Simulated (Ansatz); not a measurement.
**Elastic constants of Li$_{3}$B: input and output**

The calculation used DFT PBEsol, scalar-relativistic, plane waves, PAW in Ansatz 0.2.0.

It can be run as:
```bash
ansatz run input.yaml --threads 1 --pin off --backend cpu --events-out ev --progress --plain --runs-dir out  # memory cap (--max-ram) not shown
```

Input (bare energies are in eV):
```yaml
crystal:
  lattice:
    - [-1.9871936348, 1.9871936348, 2.8108120245]
    - [1.9871936348, -1.9871936348, 2.8108120245]
    - [1.9871936348, 1.9871936348, -2.8108120245]
  atoms:
    - { symbol: Li, position: [0.75, 0.25, 0.5] }
    - { symbol: Li, position: [0.25, 0.75, 0.5] }
    - { symbol: Li, position: [0.5, 0.5, 0.0] }
    - { symbol: B, position: [0.0, 0.0, 0.0] }
basis:
  ecutwfc: 420
kpoints:
  mp_grid: { grid: [16, 16, 16] }
hamiltonian:
  xc: pbesol
scf:
  occupations: { method: fermi_dirac, width: 0.15 }
output:
  forces: true
  stress: true
  eigenvalues: true
elastic:
  mode: relaxed_ion
  amplitude: 0.005
  stencil: two_point
```

From the output:
```
--- Elastic constants: 4 strain directions × 2 members + reference (group order 16) ---
  dense FFT box of the reference and of every strained cell: 27×27×27
  strains applied: 11, 33, 23, 12; error gains: componentwise 1.00 (the most a stress slope's error grows in a printed constant), spectral 1.41 (1 for all six strains in a standard setting)
  C = ∂σ_k/∂η_j (tension-positive GPa; Voigt order 11 22 33 23 13 12):
        89.583      0.728     33.571      0.000      0.000     -0.000
         0.728     89.583     33.571     -0.000      0.000     -0.000
        33.579     33.579     56.736      0.000      0.000     -0.000
         0.000      0.000     -0.000     44.483      0.000      0.000
         0.000      0.000     -0.000      0.000     44.483      0.000
         0.000     -0.000     -0.000      0.000      0.000     11.617
  reference stress σ⁰ (GPa):     -0.003     -0.003      0.002      0.000     -0.000     -0.000
  C* (energy form; C + prestress term) asymmetry max|C*_kj − C*_jk| = 1.157e-2 GPa — a small one proves nothing (zero by symmetry where the batch's group is 432, −43m or m−3m); a large one is finite-difference/SCF noise where every solve ...
  moduli (Voigt/Reuss/Hill, GPa): K = 41.30/41.30/41.30   G = 31.32/20.84/26.08   E = 64.63   ν = 0.239
  mechanically stable: yes (min eigenvalue of sym C = 11.62 GPa)
  strain η (Voigt 11):  stress-route row diagonal C_11 = 89.58 GPa, energy-path curvature d²(F+E_count+ΔE)/dδ²/Ω₀ = 89.59 GPa
         δ    σ_11 (GPa) F (eV) n_scf n_hpsi n_pw
    -5.000e-3      -0.4538        -760.1973483       6  107866    890   relax 3 steps, max|allowed force component| 4.02e-5 eV/Å
     5.000e-3       0.4421        -760.1973584       8  116578    895   relax 3 steps, max|allowed force component| 4.95e-8 eV/Å
  strain η (Voigt 33):  stress-route row diagonal C_33 = 56.74 GPa, energy-path curvature d²(F+E_count+ΔE)/dδ²/Ω₀ = 56.73 GPa
         δ    σ_33 (GPa) F (eV) n_scf n_hpsi n_pw
    -5.000e-3      -0.2875        -760.1974661       6   63599    887   relax 0 steps, max|allowed force component| 1.73e-17 eV/Å
     5.000e-3       0.2799        -760.1974684       5   56829    895   relax 0 steps, max|allowed force component| 6.94e-18 eV/Å
  strain η (Voigt 23):  stress-route row diagonal C_44 = 44.48 GPa, energy-path curvature d²(F+E_count+ΔE)/dδ²/Ω₀ = 44.48 GPa
         δ    σ_23 (GPa) F (eV) n_scf n_hpsi n_pw
    -5.000e-3      -0.2224        -760.1975096       6  191405    891   relax 3 steps, max|allowed force component| 2.10e-7 eV/Å
     5.000e-3       0.2224        -760.1975096       7  194273    891   relax 3 steps, max|allowed force component| 1.12e-7 eV/Å
  strain η (Voigt 12):  stress-route row diagonal C_66 = 11.62 GPa, energy-path curvature d²(F+E_count+ΔE)/dδ²/Ω₀ = 11.62 GPa
         δ    σ_12 (GPa) F (eV) n_scf n_hpsi n_pw
    -5.000e-3      -0.0581        -760.1976234       6  108675    893   relax 0 steps, max|allowed force component| 2.96e-31 eV/Å
     5.000e-3       0.0581        -760.1976234       5   99725    893   relax 0 steps, max|allowed force component| 1.91e-17 eV/Å
```

The cell was built by swapping an element in a database structure (itself possibly hypothetical) and relaxing; it need not be the stable form of this composition. In a metal, frequencies and elastic constants depend on the k mesh and the smearing, soft modes and shear constants most.

The least eigenvalue is 11.6 GPa; in a metal on this mesh the verdict on stability isn't firm within about 20 GPa or a tenth of the bulk modulus.